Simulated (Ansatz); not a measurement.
ZrCu:
```
CELL_PARAMETERS angstrom
      3.27703     0.00000     0.00000
      0.00000     4.12568     0.00000
     -1.22792     0.00000     5.15462
ATOMIC_POSITIONS crystal
  Zr 0.36150 0.75000 0.20185
  Zr 0.63850 0.25000 0.79815
  Cu 0.06379 0.75000 0.64386
  Cu 0.93621 0.25000 0.35614
```

Relaxed with r²SCAN.

Question: Tabulate the valence density and the electron localisation function along the shortest Cu–Cu contact (2.54 Å), r²SCAN in the plane-wave PAW code Ansatz.

Answer: 

```tsv
distance from Cu (Å)	density (e/Å³)	ELF
0.25	37.45	0.79
0.38	18.34	0.56
0.51	7.68	0.34
0.64	3.09	0.23
0.76	1.31	0.18
0.89	0.62	0.16
1.02	0.40	0.19
1.14	0.33	0.26
1.27	0.31	0.32
1.40	0.33	0.26
1.52	0.40	0.19
1.65	0.62	0.16
1.78	1.31	0.18
1.91	3.09	0.23
2.03	7.68	0.34
2.16	18.34	0.56
2.29	37.45	0.79
```

The density is the valence pseudo-density with augmentation charge, so density and ELF within about 1 Å of a nucleus are not all-electron values.

Space group P2_1/m. The workflow started from a Materials Project entry (that database holds measured and hypothetical structures alike); the Crystallography Open Database copy checked does not list it. Whether it is the stable phase at ambient conditions was not checked. Symmetry was held in the r²SCAN relaxation; its stability against distortions is not shown here. The run is not spin-polarised.

Potentials: the later of the program's two PAW sets.
